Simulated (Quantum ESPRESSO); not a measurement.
# Planted mistakes on one cell of Si2BPC4

Calculated results; nothing here was measured. They come from pw.x of Quantum ESPRESSO 7.5, a plane-wave density functional program, with PseudoDojo standard norm-conserving files (v0.5 for PBE, v0.4.1 for LDA and PBEsol). The cells are made up: elements, strain and atom displacements were drawn at random, and nothing was relaxed. There is no spin polarisation, spin-orbit coupling or dispersion term.

The cell has 8 sites of a wurtzite lattice (rectangular cell). Sites 1 to 4 hold Si Si B P; sites 5 to 8 hold C C C C. Cell vectors in Å: (3.085, 0.000, 0.000); (0.000, 5.344, 0.000); (0.000, 0.000, 5.038). Settings: PBE, cutoff 1116 eV, 6 x 4 x 4 k mesh shifted by half a step, Fermi-Dirac smearing of 0.025 eV.

The intended run has a self-consistency threshold of 1e-07 eV, a smearing term of 0.000 eV, a pressure of -16.97 GPa and 12 iterations. Each further run changes one thing: all lengths scaled by 0.9880; atoms of sites 2 and 8 exchanged; k mesh 2 x 2 x 2; one electron added; smearing 0.38 eV; threshold 0.9 eV. A coarse mesh keeps the shift, and a charged cell sits in a uniform background.

| run | change of free energy (eV) | smearing term -TS (eV) | change of P (GPa) | largest change of a force component (eV/Å) | iterations |
| --- | --- | --- | --- | --- | --- |
| A | 0.350 | 0.000 | -4.16 | 0.496 | 3 |
| B | -0.255 | 0.000 | 6.26 | 0.247 | 12 |
| C | 11.433 | -0.004 | 27.37 | 1.142 | 12 |
| D | -1.130 | 0.000 | -1.18 | 0.298 | 12 |
| E | -0.022 | -0.115 | 0.16 | 0.042 | 11 |
| F | 6.050 | 0.000 | 19.47 | 10.457 | 13 |

A rerun of the intended cell at 1347 eV and k mesh 8 x 6 x 6 moved values by no more than 0.004 eV in the cell's energy, 0.16 GPa in stress and 0.008 eV/Å in force.

Question: which change belongs to which run?

## Worked reading

Run A has the fewest iterations, as a run stopped early does. Run E has the largest smearing term, as wide smearing gives. Run B changes the volume by a factor of 0.9644; minus its pressure change over the logarithm of that factor, 173 GPa, is a rough bulk modulus with clamped atoms. Energies from files of another functional, or of a charged cell, have another zero and say nothing on stability; the pressure of a charged cell rests on the program's zero of potential too.

## Key

| run | change |
| --- | --- |
| A | threshold 0.9 eV |
| B | all lengths scaled by 0.9880 |
| C | one electron added |
| D | k mesh 2 x 2 x 2 |
| E | smearing 0.38 eV |
| F | atoms of sites 2 and 8 exchanged |